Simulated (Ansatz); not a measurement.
A generator proposed this cell of Ga2P.

```cif
data_structure
_symmetry_space_group_name_H-M 'P6/mmm'
_symmetry_Int_Tables_number 191
_cell_length_a 4.0363
_cell_length_b 4.0363
_cell_length_c 4.3044
_cell_angle_alpha 90.000
_cell_angle_beta 90.000
_cell_angle_gamma 120.000
_cell_volume 60.73
loop_
_atom_site_label
_atom_site_type_symbol
_atom_site_symmetry_multiplicity
_atom_site_Wyckoff_symbol
_atom_site_fract_x
_atom_site_fract_y
_atom_site_fract_z
_atom_site_occupancy
Ga1 Ga 2 d 0.66667 0.33333 0.50000 1
P1 P 1 a 0.00000 0.00000 0.00000 1
```

Level of theory: DFT PBE, scalar-relativistic, plane waves, PAW in Ansatz. Cutoff 420 eV; k points 6×6×4 on the computed 3-atom cell (Γ-centred); Gaussian smearing, width 0.10 eV; no spin polarisation.

The zero of energy is the elements' standard structures at the same level; no fitted shifts are applied. The references include black phosphorus.

Q: What does a single point on this coarse mesh give?

A: The pressure is 2.1 GPa (the mean over three directions, positive in compression), the largest force is 0.00 eV/Å (symmetry fixes the atoms), and the energy is +0.63 eV/atom against the elements. The shortest distance is 2.33 Å.

Q: Is it a good guess?

A: A rough one: relaxing gains about 0.34 eV/atom (the start's value is from the coarse mesh, so the gain is rough) in 24 ionic steps and ends at +0.29 eV/atom on the finer mesh. The symmetry stays P6/mmm (No. 191). The volume per atom shrinks by 10.9 %, from 20.2 to 18.0 Å³. The shortest distance goes from 2.33 Å (Ga–Ga) to 2.69 Å (Ga–Ga and P–P). The ratio c/a of the conventional cell changes by a factor of 0.52. Conventional cell: a = 4.817 Å, c = 2.693 Å. Ga has 5 Ga at 2.69–2.78 Å and 6 P at 3.09 Å; P has 2 P at 2.69 Å and 12 Ga at 3.09 Å.

The last run used a 12×12×16 mesh (in the run's order of axes) for its 3-atom cell and Gaussian smearing of 0.10 eV. An odd number of electrons in the primitive cell allows no gap without spin; a larger cell or a magnetic state could open one. The cell is a metal run without spin; a magnetic state may lie lower. The reference form of P is held partly by dispersion forces, which this level lacks. The relaxation can't lower the symmetry of the start, and the grade says only how near the guess is to its own end. A structure relaxed within its symmetry needn't be a true minimum. Another cell of Ga2P relaxed alike, in P-4m2, lies 255 meV/atom lower, so this cell isn't the stable form at this level.
